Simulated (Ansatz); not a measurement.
Input file for Ansatz (an electronic-structure program):

Ansatz 0.2 input:
```yaml
crystal:
  lattice:
    - [1.406277835, 0.8119148866, 4.6483210026]
    - [-1.406277835, 0.8119148866, 4.6483210026]
    - [0.0, -1.6238297732, 4.6483210026]
  atoms:
    - { symbol: Nb, position: [0.0, 0.0, 0.0] }
    - { symbol: Pd, position: [0.5, 0.5, 0.5] }
kpoints:
  mp_grid: { grid: [12, 12, 12] }
  band_path:
    path:
      - [[0.0, 0.0, 0.0], [0.5, 0.5, 0.5], [0.812993962, 0.187006038, 0.5]]  # Γ-T-H_2
      - [[0.5, -0.187006038, 0.187006038], [0.5, 0.0, 0.0], [0.0, 0.0, 0.0], [0.343503019, -0.343503019, 0.0]]  # H_0-L-Γ-S_0
      - [[0.656496981, 0.0, 0.343503019], [0.5, 0.0, 0.5], [0.0, 0.0, 0.0]]  # S_2-F-Γ
    npoints: 10
basis: { xc_grid: 2 }
hamiltonian:
  xc: pbesol
  pseudopotentials: { kind: paw }
magnetization: { noncollinear: true, spin_orbit: true }
scf:
  n_extra_bands: 13
  convergence: { dr2_threshold: 0.0000000001 }
  occupations: { method: gaussian, width: 0.05 }
output: { eigenvalues: true }
```

Output (shortened):

```
basis.fft_grid_basis auto: the FFT boxes are laid along the combinations [[1, 0, -1], [0, 1, -1], [0, 0, 1]] of the cell's own vectors, 2.813, 2.813 and 4.924 …
Pseudopotential: Nb, paw_fr, valence charge 13
Pseudopotential: Pd, paw_fr, valence charge 18
Functional definition: PBEsol
non-collinear run that drives no moment, with spin-orbit …
Crystal: 2 atoms, lattice volume = 31.844 Å³
Basis set: ecut = 420 eV, 645 PW (Γ), FFT grids on a1−a3, a2−a3, a3, exchange–correlation on 40×40×72 points (8 copies of the dense FFT grid, shifted against one another)
Bands: 44, of which v1, the nominal top of the filled ones, is band 31 counted from 1 (30 counted from 0)
Symmetry: 12 space group operations + 12 with time reversal
k-points: 189 of 1728
Projection manifold: j_resolved (fully-relativistic pseudo-atomic orbitals)
SCF iter   1: F=—  HF=-11421.259059 eV  |F-HF|=—  |Δ(HF+E_count)|=         —  Δρ=5.17e-1  dr2=2.02e2  dr2_m=0.00e0 (ungated)  ethr=3.10e-3  |M|=0.00e0 ∫|m|=0.00e0 μB  |m|>n=0.0e0 m-floor=0.0e0 τ_xc=0.0e0  β_m=0.30  ⟨swp⟩=8.2  Hψ=20824  notcnv=0  defer=84
preconditioner: auto → Kerker (q_TF=auto, 2.716 Å⁻¹)
spin=Noncollinear: Kerker preconditioning applied to the charge; magnetization (m_x, m_y, m_z) channels mix plain (no charge-response kernel on spin).
SCF iter   2: F=—  HF=-11405.952108 eV  |F-HF|=—  |Δ(HF+E_count)|=    1.53e1  Δρ=8.98e-2  dr2=1.98e0  dr2_m=0.00e0 (ungated)  ethr=3.10e-3  |M|=0.00e0 ∫|m|=0.00e0 μB  |m|>n=0.0e0 m-floor=0.0e0 τ_xc=0.0e0  β_m=0.29  ⟨swp⟩=3.9  Hψ=10623  notcnv=0  defer=1130
SCF iter   3: F=—  HF=-11405.748773 eV  |F-HF|=—  |Δ(HF+E_count)|=   2.03e-1  Δρ=6.29e-2  dr2=1.16e0  dr2_m=0.00e0 (ungated)  ethr=3.10e-3  |M|=0.00e0 ∫|m|=0.00e0 μB  |m|>n=0.0e0 m-floor=0.0e0 τ_xc=0.0e0  β_m=0.65  ⟨swp⟩=2.1  Hψ=5564  notcnv=0  defer=1116
SCF iter   4: F=—  HF=-11405.446223 eV  |F-HF|=—  |Δ(HF+E_count)|=   3.03e-1  Δρ=1.22e-2  dr2=1.53e-1  dr2_m=0.00e0 (ungated)  ethr=3.10e-3  |M|=0.00e0 ∫|m|=0.00e0 μB  |m|>n=0.0e0 m-floor=0.0e0 τ_xc=0.0e0  β_m=0.69  ⟨swp⟩=2.1  Hψ=6684  notcnv=0  defer=1098
SCF iter   5: F=—  HF=-11405.430117 eV  |F-HF|=—  |Δ(HF+E_count)|=   1.61e-2  Δρ=7.89e-3  dr2=6.16e-2  dr2_m=0.00e0 (ungated)  ethr=4.93e-4  |M|=0.00e0 ∫|m|=0.00e0 μB  |m|>n=0.0e0 m-floor=0.0e0 τ_xc=0.0e0  β_m=0.82  ⟨swp⟩=1.3  Hψ=4156  notcnv=0  defer=1094
SCF iter   6: F=—  HF=-11405.422342 eV  |F-HF|=—  |Δ(HF+E_count)|=   7.77e-3  Δρ=2.11e-3  dr2=4.73e-3  dr2_m=0.00e0 (ungated)  ethr=1.99e-4  |M|=0.00e0 ∫|m|=0.00e0 μB  |m|>n=0.0e0 m-floor=0.0e0 τ_xc=0.0e0  β_m=0.91  ⟨swp⟩=1.9  Hψ=4355  notcnv=0  defer=1084
SCF iter   7: F=—  HF=-11405.421667 eV  |F-HF|=—  |Δ(HF+E_count)|=   6.75e-4  Δρ=3.44e-4  dr2=7.62e-5  dr2_m=0.00e0 (ungated)  ethr=1.52e-5  |M|=0.00e0 ∫|m|=0.00e0 μB  |m|>n=0.0e0 m-floor=0.0e0 τ_xc=0.0e0  β_m=0.93  ⟨swp⟩=1.5  Hψ=4047  notcnv=0  defer=1078
SCF iter   8: F=—  HF=-11405.421662 eV  |F-HF|=—  |Δ(HF+E_count)|=   5.45e-6  Δρ=6.83e-5  dr2=3.44e-6  dr2_m=0.00e0 (ungated)  ethr=2.46e-7  |M|=0.00e0 ∫|m|=0.00e0 μB  |m|>n=0.0e0 m-floor=0.0e0 τ_xc=0.0e0  β_m=0.97  ⟨swp⟩=1.9  Hψ=4256  notcnv=0  defer=1078
SCF iter  11: F=-11405.421661 eV  HF=-11405.421661 eV  |F-HF|=1.82e-12  |Δ(HF+E_count)|=  4.37e-11  Δρ=2.21e-7  dr2=1.28e-11  dr2_m=0.00e0 (ungated)  ethr=1.00e-12  |M|=0.00e0 ∫|m|=0.00e0 μB  |m|>n=0.0e0 m-floor=0.0e0 τ_xc=0.0e0  ⟨swp⟩=9.4  Hψ=14522  notcnv=0
SCF 1 converged in 11 iterations: F = -11405.421661 eV  dr2 = 1.28e-11
NSCF: frozen V_eff on 73 k-points
SCF converged after 11 iterations
Magnetization: |M| = 0.0000 μB,  M = (+0.0000, +0.0000, +0.0000) μB
Absolute magnetization: 0.0000 μB (∫|m|)
  site 0: m = (+0.0000, +0.0000, +0.0000) μB, |m| = 0.0000 μB  (R = 1.16 Å)
  site 1: m = (+0.0000, +0.0000, +0.0000) μB, |m| = 0.0000 μB  (R = 1.16 Å)
Free energy (F): -11405.421661 eV
Harris-Foulkes:  -11405.421661 eV  (|F-HF|=1.82e-12)
Internal energy: -11405.419997 eV  (E = F + TS)
E sigma→0 (E₀):  -11405.420829 eV
Entropy (-TS):   -0.001664 eV (-0.832 meV/atom)
Fermi energy:    19.720428 eV
--- Per-component energies (eV) ---
  E_band       = -201.008289
  E_kinetic    = 909.778353
  E_local      = -2606.174554  (includes V_loc(G=0)·N_el)
  E_nonlocal   = 338.316457
  E_hartree    = 1009.871594
  E_xc         = -343.221074
  E_vxc        = -425.089965  (∫ρ·V_xc dr)
  E_paw        = -6704.323373  (= ΣΔE_a)
  E_vpaw       = -437.581871  (= ΣTr[D̂ρ^β])
  E_aug_tail   = 0.000215  (compensation charges beyond the density's cutoff)
  E_ewald      = -4010.161626
  E_core_change = 0.494009  (= ΣΔE_core)
  E_smearing   = -0.001664  (= −TS)
  E_closure    =  0.000000  (closes the sum)
  Σ components = -11405.421661   (vs F -11405.421661, Δ=0.00e0)
  [band-id]    e_kinetic+e_local+e_nonlocal+2·e_hartree+e_vxc+e_vpaw+e_augmentation_tail = -201.008175   (vs E_band -201.008289, Δ=1.14e-4)
--- Band table (eV; the first three rows and the last of 189) ---
  k-point 0: bands = ["-65.0360", "-65.0360", "-35.0061", "-35.0061", "-33.8263", "-33.8263", "-29.4202", "-29.4202", "-29.1773", "-29.1773", "-12.1487", "-12.1487", "-10.1185", "-10.1185", "-9.5452", "-9.5452", "12.4861", "12.4861", "14.3748", "14.3748", …
  k-point 1: bands = ["-65.0342", "-65.0342", "-34.9895", "-34.9895", "-33.8308", "-33.8308", "-29.4227", "-29.4227", "-29.1888", "-29.1888", "-12.1679", "-12.1679", "-10.1501", "-10.1501", "-9.6148", "-9.6148", "12.7274", "12.7274", "14.5514", "14.5514", …
  k-point 2: bands = ["-65.0292", "-65.0292", "-34.9441", "-34.9441", "-33.8431", "-33.8431", "-29.4304", "-29.4304", "-29.2191", "-29.2191", "-12.2305", "-12.2305", "-10.2486", "-10.2486", "-9.7751", "-9.7751", "13.3951", "13.3951", "14.9851", "14.9851", …
  k-point 188: bands = ["-65.0360", "-65.0360", "-35.0155", "-35.0155", "-33.8183", "-33.8183", "-29.4138", "-29.4138", "-29.1773", "-29.1773", "-12.1641", "-12.1641", "-10.1354", "-10.1354", "-9.5464", "-9.5464", "13.8459", "13.8459", "14.8113", "14.8113", …
```

Cost: about 30 core-seconds (a rough figure) on shared cores.

Space group R-3m. The workflow started from a Materials Project entry (that database holds measured and hypothetical structures alike); the Crystallography Open Database copy checked does not list it. With Nb and Pd taken as one species the cell has the higher symmetry Fm-3m, so it may be an ordered model of a mixed-site phase. Its standing as an ambient phase is unchecked. The PBEsol relaxation kept the symmetry of its start; its stability against distortions is not shown here. No spin polarisation was allowed.

Potentials: the later of the program's two PAW sets.

Ansatz is a plane-wave DFT program.
